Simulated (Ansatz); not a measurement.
NbTe$_{2}$:
```yaml
crystal:
  lattice:
    - [7.54446, 1.84765, 0.00000]
    - [-7.54446, 1.84765, 0.00000]
    - [-3.59119, 0.00000, 8.94350]
  atoms:
    - { symbol: Nb, position: [0.00000, 0.00000, 0.00000] }
    - { symbol: Nb, position: [0.63827, 0.36173, 0.28930] }
    - { symbol: Nb, position: [0.36173, 0.63827, 0.71070] }
    - { symbol: Te, position: [0.64624, 0.35376, 0.01649] }
    - { symbol: Te, position: [0.35376, 0.64624, 0.98351] }
    - { symbol: Te, position: [0.29374, 0.70626, 0.38349] }
    - { symbol: Te, position: [0.70626, 0.29374, 0.61651] }
    - { symbol: Te, position: [0.99339, 0.00661, 0.69673] }
    - { symbol: Te, position: [0.00661, 0.99339, 0.30327] }
```

Relaxed with r²SCAN. Special points in fractions of this cell's reciprocal vectors: Γ (0.000, 0.000, 0.000); C (0.267, 0.267, 0.000); C2 (-0.267, 0.733, 0.000); Y2 (-0.500, 0.500, 0.000); M2 (-0.500, 0.500, 0.500); D (-0.257, 0.743, 0.500); D2 (0.257, 0.257, 0.500); A (0.000, 0.000, 0.500); L2 (0.000, 0.500, 0.500); V2 (0.000, 0.500, 0.000).

List the band energies nearest the Fermi level at these points for DFT-r²SCAN in the program Ansatz with PAW potentials.

In eV from the Fermi level; about four levels below and three above (degenerate sets whole), none deeper than 8.9 eV; points with the same levels are listed once.

```json
[
 {"k": "Γ", "below": "-0.60 -0.53 -0.44 -0.20", "above": "0.22 0.40 0.70"},
 {"k": "C", "below": "-1.39 -1.38 -1.00 -0.57", "above": "1.34 1.50 2.00"},
 {"k": "Y2", "below": "-1.07 -0.82 -0.30 -0.10", "above": "0.18 0.53 0.71"},
 {"k": "M2", "below": "-0.96 -0.90 -0.51 -0.47", "above": "0.22 0.35 0.43"},
 {"k": "D", "below": "-1.56 -1.36 -0.80 -0.76", "above": "1.12 1.40 2.01"},
 {"k": "A", "below": "-0.90 -0.45 -0.45 -0.06", "above": "0.10 0.35 0.82"},
 {"k": "L2", "below": "-1.55 -1.44 -0.88 -0.62", "above": "0.94 1.55 1.96"},
 {"k": "V2", "below": "-1.63 -1.06 -1.05 -0.68", "above": "1.36 1.60 1.95"}
]
```

Space group C2/m. The workflow started from a Materials Project entry (that database holds measured and hypothetical structures alike); the Crystallography Open Database files this formula in space group No. 12, but the cells were not matched. Whether it is the stable phase at ambient conditions was not checked. Symmetry was held in the r²SCAN relaxation; its stability against distortions is not shown here. No spin polarisation was allowed. A crystal of weakly bound layers computed without a dispersion correction: the cell and the soft elastic constants depend strongly on that. With an odd number of electrons in the cell and no spin polarisation, the count alone makes it a metal. Spin–orbit coupling is left out wherever it is not named.

Potentials: the earlier of the program's two PAW sets.
